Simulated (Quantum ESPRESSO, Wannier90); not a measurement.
**Wannier functions of FeSi$_{2}$ (P4/mmm)**

```
begin unit_cell_cart
ang
    2.6794100000    0.0000000000    0.0000000000
    0.0000000000    2.6794100000    0.0000000000
    0.0000000000    0.0000000000    5.1048700000
end unit_cell_cart
begin atoms_frac
Fe   0.0000000000  0.0000000000  0.0000000000
Si   0.5000000000  0.5000000000 -0.2714000000
Si   0.5000000000  0.5000000000  0.2714000000
end atoms_frac
```

Structure: Materials Project mp-20738, symmetrised, not relaxed again. COD (Crystallography Open Database) has the formula in 2 space groups, this one among them (matched by group alone). Level: PBEsol, no spin polarisation, no spin-orbit coupling; pw.x of Quantum ESPRESSO at 72 Ry with PseudoDojo potentials, 12×12×6 k-points, Wannier90. Density: 12×12×6 mesh, cold smearing 0.01 Ry. A non-magnetic state is assumed; magnetic ones were not tried.

A tight-binding model is made by disentanglement and projection with no localisation steps (num_iter = 0), so the 17 orbitals stay atom-like: hydrogen-like Fe: s;p;d; Si: s;p, axes along x, y, z; frozen window up to 1.50 eV relative to the Fermi level. It follows pw.x to 3.9 meV rms for states up to 1.0 eV relative to the Fermi level. Matrix elements depend on this choice of orbitals and windows.

The 20 largest hoppings ⟨m,0|H|n,R⟩ between different sites (one of each Hermitian pair; signs follow the real orbitals' lobes; the list may end inside a set of equal values):

```
m            n      R  distance of the centres (Å)  t (eV)
------  ------  -----  ---------------------------  ------
Si3 pz  Si2 pz  0 0 1                         2.91   3.150
Si3 s   Si2 pz  0 0 1                         2.63   2.985
Si3 pz   Si2 s  0 0 1                         2.63  -2.985
Si2 px  Si2 px  1 0 0                         2.68   2.816
Si3 px  Si3 px  1 0 0                         2.68   2.816
Si2 py  Si2 py  0 1 0                         2.68   2.816
Si3 py  Si3 py  0 1 0                         2.68   2.816
Si3 pz  Si2 pz  0 0 0                         2.19   2.443
Si3 px  Si2 px  0 0 1                         1.70  -2.405
Si3 py  Si2 py  0 0 1                         1.70  -2.405
Si3 s    Si2 s  0 0 1                         2.34  -2.170
Fe1 px  Fe1 px  1 0 0                         2.68   2.034
Fe1 py  Fe1 py  0 1 0                         2.68   2.034
Si2 s   Fe1 pz  1 1 0                         2.34   1.715
Si3 s   Fe1 pz  0 1 0                         2.34  -1.715
Si3 s   Fe1 pz  1 1 0                         2.34  -1.715
Si2 s   Fe1 pz  0 1 0                         2.34   1.715
Si2 s   Fe1 pz  0 0 0                         2.34   1.715
Si3 s   Fe1 pz  1 0 0                         2.34  -1.715
Si3 s   Fe1 pz  0 0 0                         2.34  -1.715
```
